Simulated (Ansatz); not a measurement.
Input:

YF3:
```xyz
16
Lattice="6.3301 0.0000 0.0000 0.0000 6.8397 0.0000 0.0000 0.0000 4.3695" Properties=species:S:1:pos:R:3 pbc="T T T"
Y      3.9936     5.1298     4.1017
Y      2.3364     1.7099     0.2679
Y      5.5015     1.7099     1.9169
Y      0.8286     5.1298     2.4526
F      1.0450     2.9880     1.6514
F      5.2851     3.8517     2.7181
F      2.1201     3.8517     3.8362
F      4.2100     2.9880     0.5333
F      4.2100     0.4318     0.5333
F      2.1201     6.4079     3.8362
F      5.2851     6.4079     2.7181
F      1.0450     0.4318     1.6514
F      3.3111     1.7099     2.5757
F      3.0190     5.1298     1.7939
F      6.1840     5.1298     0.3909
F      0.1460     1.7099     3.9786
```

This is the PBEsol-relaxed structure. Tensor components refer to the Cartesian frame of this cell.

Task: All from PBEsol (plane waves, PAW; program Ansatz), unless another level is named. Estimate the electronic dielectric constant ε∞ (DFPT).

Result: 2.82 (xx), 2.74 (yy), 2.68 (zz).

Task: Predict the static dielectric constant ε0 (ions relaxed, cell fixed).

Result: 10.0 (xx), 9.92 (yy), 15.7 (zz).

Task: Give the Born charges (a third of the trace).

Result: Y +3.83, F -1.28 to -1.27 e.

Space group Pnma. The workflow started from a Materials Project entry (that database holds measured and hypothetical structures alike); the Crystallography Open Database files this formula in space group No. 62, but the cells were not matched. Whether it is the stable phase at ambient conditions was not checked. Symmetry was held in the PBEsol relaxation; whether a distortion lowers the energy is not shown. No spin polarisation was allowed. Scalar-relativistic: spin–orbit coupling is off unless named, which matters more the heavier the elements.

Potentials: the earlier of the program's two PAW sets. The files were generated under PBE; for other functionals the program regenerates the frozen cores, and for LDA and PBEsol the local potential too.
